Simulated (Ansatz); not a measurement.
Harmonic vibrational thermodynamics of Be$_{2}$B (fluorite or antifluorite type, Fm-3m) at fixed volume, LDA in the plane-wave PAW code Ansatz. The rows extrapolate the 0 K crystal and know nothing of melting or changes of phase.

```tsv
T (K)	F_vib (meV/atom)	S (J/K per mol of atoms)	C_V (J/K per mol of atoms)
50	98.9	0.0	0.1
100	98.8	0.5	1.6
200	[?]	[?]	9.0
300	90.6	8.6	14.9
400	[?]	13.4	[?]
600	42.5	21.6	21.7
800	-9.1	28.0	23.0
1000	-72.8	[?]	[?]
```

**Question.** Fill in the missing entries.

**Answer.** 
- 400, F_vib (meV/atom): 79.1
- 400, C_V (J/K per mol of atoms): 18.4
- 1000, C_V (J/K per mol of atoms): 23.7
- 1000, S (J/K per mol of atoms): 33.3
- 200, F_vib (meV/atom): 96.9
- 200, S (J/K per mol of atoms): 3.7

The workflow started from an entry of the Crystallography Open Database (COD). Its standing as an ambient phase is unchecked. Symmetry was held in the LDA relaxation; phonons on a q-mesh show no instability.

Potentials: the later of the program's two PAW sets.
